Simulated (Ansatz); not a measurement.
Calculated coordination and ⁵⁵Mn quadrupole coupling for MgMn2P2H4O10

Cell: a Materials Project structure (computed, not necessarily an observed phase), taken as it stands.

```cif
data_structure
_symmetry_space_group_name_H-M 'P 1'
_symmetry_Int_Tables_number 1
_cell_length_a 5.3076
_cell_length_b 5.5229
_cell_length_c 7.8226
_cell_angle_alpha 102.562
_cell_angle_beta 106.892
_cell_angle_gamma 98.509
_cell_volume 208.61
loop_
_atom_site_label
_atom_site_type_symbol
_atom_site_fract_x
_atom_site_fract_y
_atom_site_fract_z
_atom_site_occupancy
Mg1 Mg 0.09106 0.35156 0.87988 1
Mn2 Mn 0.98447 0.44843 0.45923 1
Mn3 Mn 0.51285 0.01450 0.00480 1
H4 H 0.86572 0.90879 0.28613 1
H5 H 0.06309 0.09437 0.21145 1
H6 H 0.04813 0.93548 0.65034 1
H7 H 0.90714 0.86566 0.80319 1
P8 P 0.41353 0.58144 0.24383 1
P9 P 0.60583 0.46315 0.77176 1
O10 O 0.31342 0.69943 0.07688 1
O11 O 0.27926 0.65066 0.38954 1
O12 O 0.71583 0.33260 0.92837 1
O13 O 0.76855 0.38774 0.64055 1
O14 O 0.72633 0.66675 0.33144 1
O15 O 0.31974 0.28501 0.14189 1
O16 O 0.29493 0.37393 0.68930 1
O17 O 0.68249 0.75884 0.84738 1
O18 O 0.07986 0.96610 0.78346 1
O19 O 0.90277 0.07804 0.25344 1
```

Atoms are numbered from 1 in the order listed; like atoms form one site, named after its first atom.

Method: Kohn–Sham DFT in Ansatz, PBE, plane waves and PAW, scalar-relativistic, collinear spin, 420 eV cutoff, Γ-centred 5×4×3 k-points, Fermi–Dirac smearing 0.02 eV. Start moments as typed (μB): 5 on each Mn, none on the rest.

Q(⁵⁵Mn) = 330.0 mb.

Question: Rank these Mn sites by |C_Q|, smallest first.
A. Mn3: 6 O at 2.14–2.38 Å
B. Mn2: 5 O at 2.06–2.22 Å

Answer: A (40.3 MHz, η = 0.33), B (50.2 MHz, η = 0.44).

Like point charges on the first shell alone (each adding as 1/d³) would give the same order.

The largest force is 0.4 eV/Å, so the atoms aren't at the calculated equilibrium and relaxing them would move these values. The moments were started parallel, and the run ended with some of them reversed. The program didn't check the stability of this electronic state in full, so a lower one may lie near. The magnetic order is the one that the run reached from its start moments, not necessarily the measured one.
